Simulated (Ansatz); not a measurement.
## Computed properties of BAs

BAs:
```
CELL_PARAMETERS angstrom
      5.83712     0.00000     0.00000
      0.00000     5.83712     0.00000
      0.00000     0.00000     3.36198
ATOMIC_POSITIONS crystal
  B  0.32271 0.67729 0.00000
  B  0.67729 0.32271 0.00000
  B  0.82271 0.82271 0.50000
  B  0.17729 0.17729 0.50000
  As 0.31841 0.31841 0.00000
  As 0.68159 0.68159 0.00000
  As 0.18159 0.81841 0.50000
  As 0.81841 0.18159 0.50000
```

Space group P4_2/mnm (No. 136); conventional cell a = b = 5.8371 Å, c = 3.3620 Å, α = β = γ = 90.00°.

Method: plane-wave PAW PBEsol (Ansatz code). Geometry: relaxed at this level of theory. Other levels are named where they apply.

Cell and energy:

```json
{
 "volume_per_atom": "14.32 Å³",
 "density": "4.97 g/cm³",
 "Formation energy from the elements (no fitted shifts)": "0.092 eV/atom"
}
```

Electronic structure:

```json
{
 "band_gap": "0.61 eV (indirect)",
 "valence_band_maximum": "at Γ",
 "conduction_band_minimum": "on the Γ–Z line, 59 % of the way from Γ (2 equivalent valleys)",
 "smallest_direct_gap_on_the_standard_path": "1.08 eV",
 "electron_effective_mass": "0.33, 0.33, 0.45 mₑ (principal values)",
 "Electron effective mass with spin–orbit coupling": "0.33, 0.33, 0.45 mₑ (principal values)",
 "Hole effective mass, band 1 of 2 at the edge": "0.45 along x, 0.64 along z (mₑ)",
 "Hole effective mass, band 2 of 2 at the edge": "0.17 along x, 0.64 along z (mₑ)",
 "Hole effective mass with spin–orbit coupling": "0.24, 0.24, 0.64 mₑ (principal values)",
 "HSE06 gap on the PBEsol cell": "1.30 eV",
 "Gap with spin–orbit coupling": "0.54 eV"
}
```

Mechanics:

```json
{
 "Bulk modulus (Birch–Murnaghan fit)": "128 GPa",
 "Pressure derivative B′": "4.0",
 "Elastic constants (relaxed ions, GPa)": "C11 = 250, C12 = 77.4, C13 = 44.2, C33 = 330, C44 = 107, C66 = 76.3",
 "mechanical_stability": "stable (all eigenvalues of C positive)",
 "hill_bulk_and_shear_moduli": "129 and 100 GPa",
 "Young's modulus": "239 GPa",
 "Poisson's ratio": "0.19",
 "debye_temperature_from_the_elastic_constants": "608 K"
}
```

Dielectric response:

```json
{
  "Electronic dielectric constant ε∞ (DFPT)": "9.86 (xx = yy), 8.74 (zz)",
  "Static dielectric constant ε0 (ions relaxed, cell fixed)": "9.96 (xx = yy), 8.82 (zz)",
  "Born charges (a third of the trace)": "B -0.42, As +0.42 e"
}
```

Phonons:

```json
{
  "Highest zone-centre frequency (without LO–TO term)": "754 cm^-1",
  "zone_centre_stability": "no imaginary mode at Γ",
  "dynamical_stability_on_the_path": "stable (no imaginary branch)",
  "zero_point_energy": "78.9 meV/atom",
  "Vibrational entropy at 300 K": "16.7 J/(K·mol of atoms)"
}
```

The start of the workflow was typed in or built on a structure type; neither database checked (COD, Materials Project) lists it. It is not the phase usual at ambient conditions (space group No. 216). Symmetry was held in the PBEsol relaxation. The references are the lowest solids computed at this level, not always the standard phases. Spin–orbit coupling is left out wherever it is not named.

Potentials: the later of the program's two PAW sets.
